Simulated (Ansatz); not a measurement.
# Sn (Fd-3m), clamped-ion strain scan

These are results of DFT PBEsol, scalar-relativistic, plane waves, PAW (Ansatz), not measurements. The runs took a 420 eV cutoff, a Γ-centred 12×12×12 mesh and Gaussian smearing (0.15 eV). No spin polarisation. Energies are free energies at this smearing, counted from the undisturbed cell; pressure is positive in compression.

The undisturbed cell (as given, not relaxed at this level; it stands at 1.0 GPa):

```
Sn
1.0
     0.00000    3.24560    3.24560
     3.24560    0.00000    3.24560
     3.24560    3.24560    0.00000
Sn
2
Direct
  0.50000 0.50000 0.50000
  0.75000 0.75000 0.75000
```

The cell is strained by ε times the Voigt pattern (0, 0, 1, 0, 0, 0) (xx, yy, zz, yz, xz, xy; engineering shear) with fractional coordinates fixed. The cell is metallic on the mesh throughout.

```csv
ε,ΔE (meV/atom),"stress summed along the pattern (GPa, tension positive)",pressure (GPa)
-0.1500,207.3,-12.08,11.0
-0.1125,121.8,-9.29,7.9
-0.0750,58.6,-6.47,5.2
-0.0375,18.3,-3.62,2.9
0.0000,0.0,-0.99,1.0
0.0375,1.6,1.34,-0.6
0.0750,20.6,3.38,-1.8
0.1125,55.0,5.15,-2.9
0.1312,77.1,5.93,-3.3
0.1500,102.3,6.61,-3.6
```